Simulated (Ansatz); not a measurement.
Polymorphs of SnS2, each relaxed with DFT-LDA in the program Ansatz with PAW potentials:

A: CdI2 type (P-3m1)
a = 3.6322 Å, b = 3.6322 Å, c = 5.7006 Å, α = 90.00°, β = 90.00°, γ = 120.00°

```json
[
 {"atom": "Sn", "site": "1a", "symmetry": "-3m.", "x": "0.0000", "y": "0.0000", "z": "0.0000"},
 {"atom": "S", "site": "2d", "symmetry": "3m.", "x": "0.3333", "y": "0.6667", "z": "0.2574"}
]
```

B: R3m
a = b = 3.5726 Å, c = 16.7745 Å, α = β = 90.00°, γ = 120.00°

```tsv
atom	site	symmetry	x	y	z
Sn	3a	3m	0.0000	0.0000	0.0002
S	3a	3m	0.0000	0.0000	0.7621
S	3a	3m	0.0000	0.0000	0.5710
```

Question: Order them by energy per atom at 0 K (lowest first) at the level LDA.

Answer: A (+0 meV/atom), B (+259 meV/atom)

Question: Give each one's gap.

Answer: A 1.02 eV; B no gap.

Constructed cells (a structure type filled with these elements, in neither database checked): B. Not the usual ambient phase: B. Weakly bound layers, chains or molecules computed without a dispersion correction, so cells and soft constants are ill determined: A; B. All cells were relaxed under the symmetry of their starts (and spin orders); stability against distortions was not tested throughout. Spin–orbit coupling is left out wherever it is not named.

Energies hold the estimated change up to a 700 eV cutoff; steps of a few meV lie near the error of the meshes.

Potentials: the later of the program's two PAW sets.
